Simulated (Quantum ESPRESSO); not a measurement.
# Planted mistakes on one cell of Al3ZnO5F

The results below are calculated, not measured. They come from pw.x of Quantum ESPRESSO 7.5, a plane-wave density functional program, with PseudoDojo standard norm-conserving files (v0.5 for PBE, v0.4.1 for LDA and PBEsol). The cells are made up: elements, strain and atom displacements were drawn at random, and nothing was relaxed. There is no spin polarisation, spin-orbit coupling or dispersion term.

The cell has 10 sites of a corundum lattice. Sites 1 to 4 hold Al Al Zn Al; sites 5 to 10 hold O O O O O F. Cell vectors in Å: (2.470, 1.426, 4.492); (-2.470, 1.426, 4.492); (0.000, -2.853, 4.492). Settings: PBE, cutoff 1143 eV, 5 x 5 x 5 k mesh shifted by half a step, Fermi-Dirac smearing of 0.025 eV.

The intended run has a self-consistency threshold of 1e-07 eV, a smearing term of 0.000 eV, a pressure of 1.61 GPa and 12 iterations. Each further run changes one thing: all lengths scaled by 1.0088; atoms of sites 5 and 10 exchanged; cutoff 738 eV; files of PBEsol; k mesh 2 x 2 x 2; one electron removed; smearing 0.58 eV; threshold 0.1 eV. A coarse mesh keeps the shift, and a charged cell sits in a uniform background.

| run | change of free energy (eV) | smearing term -TS (eV) | change of P (GPa) | largest change of a force component (eV/Å) | iterations |
| --- | --- | --- | --- | --- | --- |
| A | 0.024 | 0.000 | 0.03 | 0.023 | 12 |
| B | 0.013 | 0.000 | -4.83 | 0.180 | 12 |
| C | -8.295 | -0.018 | -24.51 | 0.707 | 15 |
| D | -0.062 | -0.298 | 0.70 | 0.061 | 11 |
| E | -1.508 | 0.000 | 0.16 | 3.841 | 11 |
| F | 5.673 | 0.000 | -67.03 | 0.144 | 12 |
| G | 12.307 | 0.000 | -5.50 | 0.160 | 11 |
| H | 0.013 | 0.000 | 3.83 | 0.170 | 5 |

A rerun of the intended cell at 1437 eV and k mesh 7 x 7 x 7 moved values by no more than 0.003 eV in the cell's energy, 0.03 GPa in stress and 0.002 eV/Å in force.

Question: which change belongs to which run?

## Worked reading

Run H has the fewest iterations, as a run stopped early does. Run D has the largest smearing term, as wide smearing gives. Run F has a higher energy and the largest fall in pressure, as too small a basis gives. Run B changes the volume by a factor of 1.0266; minus its pressure change over the logarithm of that factor, 184 GPa, is a rough bulk modulus with clamped atoms. Energies from files of another functional, or of a charged cell, have another zero and say nothing on stability; the pressure of a charged cell rests on the program's zero of potential too.

## Key

```
run                             change
  A                   k mesh 2 x 2 x 2
  B       all lengths scaled by 1.0088
  C               one electron removed
  D                   smearing 0.58 eV
  E  atoms of sites 5 and 10 exchanged
  F                      cutoff 738 eV
  G                    files of PBEsol
  H                   threshold 0.1 eV
```